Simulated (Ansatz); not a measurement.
Values for one crystal, relaxed and computed with PBEsol in the plane-wave PAW code Ansatz; other levels are named.

Volume per atom: 13.01 Å³
Electronic character: metallic (no gap)
Elastic constants (relaxed ions, GPa): C11 = 210, C12 = 117, C44 = 119
Highest zone-centre frequency: 724 cm⁻¹
Young's modulus: 208 GPa
Pressure derivative B′: 4.2
Density of states at the Fermi level: 0.39 states/eV per atom (mean over ±0.08 eV)

Task: Which of these materials gives this?
(A) VO2, rutile
(B) Ti2C, Fd-3m (Ti on 32e, C on 16d)
(C) SiC, CsCl type
(D) GeSe, P-6m2 (Ge on 1a, Se on 1f)

Result: B, Ti2C, Fd-3m (Ti on 32e, C on 16d)

The first step of the workflow began from a Materials Project structure, measured or hypothetical; the Crystallography Open Database copy checked does not list it. Whether it is the stable phase at ambient conditions was not checked. The PBEsol relaxation kept the symmetry of its start; of distortions, only those at the zone centre were tested. The run is not spin-polarised. As this level gives no gap, shear constants depend on the k-mesh and smearing (Fermi–Dirac, 0.1 eV here). As this level gives no gap, phonon frequencies hold no LO–TO term and depend on the k-mesh and smearing (Fermi–Dirac, 0.1 eV here).

Potentials: the later of the program's two PAW sets.
